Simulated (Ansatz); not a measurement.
Nb:
```yaml
crystal:
  lattice:
    - [-1.63502, 1.63502, 1.63502]
    - [1.63502, -1.63502, 1.63502]
    - [1.63502, 1.63502, -1.63502]
  atoms:
    - { symbol: Nb, position: [0.00000, 0.00000, 0.00000] }
```

Relaxed with PBEsol. Special points in fractions of this cell's reciprocal vectors: Γ (0.000, 0.000, 0.000); H (0.500, -0.500, 0.500); N (0.000, 0.000, 0.500); P (0.250, 0.250, 0.250).

Problem. List the band energies nearest the Fermi level at these points for PBEsol with spin–orbit coupling (plane waves, PAW; program Ansatz).

Solution. In eV from the Fermi level; about four levels below and three above (degenerate sets whole), none deeper than 8.9 eV; points with the same levels are listed once.

| k | below | above |
|---|---|---|
| Γ | -5.99 -5.99 | 0.31 0.31 0.31 0.31 |
| H | -3.92 -3.92 -3.92 -3.92 | 5.79 5.79 5.79 5.79 |
| N | -3.87 -3.87 -1.76 -1.76 | 2.42 2.42 3.41 3.41 |
| P | -1.06 -1.06 -1.06 -1.06 | 4.27 4.27 4.27 4.27 |

Space group Im-3m (bcc (W type)). Symmetry was held in the PBEsol relaxation. The run is not spin-polarised.

Potentials: the earlier of the program's two PAW sets.
